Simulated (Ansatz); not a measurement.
Cu Kα1 powder pattern (kinematic, no thermal factors).
```tsv
2θ (°)	relative intensity
15.34	2
21.86	100
22.20	5
23.10	60
23.19	1
24.76	75
26.82	1
29.26	3
32.02	40
35.02	2
38.34	95
39.16	2
41.52	1
41.61	97
44.57	15
45.24	61
46.18	14
50.79	11
57.86	37
60.22	13
61.53	12
62.39	1
64.73	26
65.39	10
69.33	17
71.56	39
73.85	2
74.17	14
77.81	16
78.09	3
82.11	11
86.25	5
86.42	10
86.73	10
87.41	5
```

The pattern is computed from a structure relaxed with DFT PBE, scalar-relativistic, plane waves, PAW in Ansatz. No spin polarisation. Its elements are Cd, Hg, Te.

Problem. Give the structure.

Solution. CdHg2Te3.
Space group P6_3mc (No. 186). a = 4.691 Å, b = 4.691 Å, c = 23.080 Å, α = 90.00°, β = 90.00°, γ = 120.00°
```
atom  site  symmetry       x       y       z
  Cd    2b       3m. 0.3333  0.6667  0.9998
  Hg    2b       3m. 0.3333  0.6667  0.3336
  Hg    2b       3m. 0.3333  0.6667  0.6666
  Te    2b       3m. 0.3333  0.6667  0.1246
  Te    2b       3m. 0.3333  0.6667  0.4588
  Te    2b       3m. 0.3333  0.6667  0.7916
```

A pattern alone doesn't exclude other cells with like lines; this is the one computed.

The structure comes from a generated guess; another structure or a mixture of phases may lie lower.
